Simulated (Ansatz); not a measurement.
ZnS (zinc blende, F-43m), PBEsol (plane waves, PAW; program Ansatz). The conduction-band minimum lies at Γ, with 1 equivalent valley. Second derivatives d²E/dk² of the lowest band at one valley (eV·Å²), along Cartesian directions:

```
direction  d²E/dk²
---------  -------
[100]        45.64
[010]        45.64
[001]        45.64
[110]        45.61
[101]        45.61
[011]        45.61
```

### Question
Find the principal effective masses, the density-of-states mass and the conductivity mass.

### Answer
Off-diagonal terms follow from H_xy = H[110] − (H_xx + H_yy)/2, and m*/mₑ = 7.620 eV·Å² over each eigenvalue: 0.17, 0.17, 0.17. One valley's DOS mass (m₁m₂m₃)^(1/3) = 0.17, conductivity mass 3/(Σ 1/mᵢ) = 0.17 mₑ.

### Question
What effective density of states Nc follows at 300 K for parabolic valleys?

### Answer
Nc = 2.509e19 × 1 × (0.17)^(3/2) ≈ 1.8e18 cm⁻³.

The cell was relaxed with PBEsol under the symmetry of its start.

Potentials: the earlier of the program's two PAW sets. The files were generated under PBE; for other functionals the program regenerates the frozen cores, and for LDA and PBEsol the local potential too.

Edges and masses are those of Kohn–Sham bands, whose gap is no quasiparticle gap.
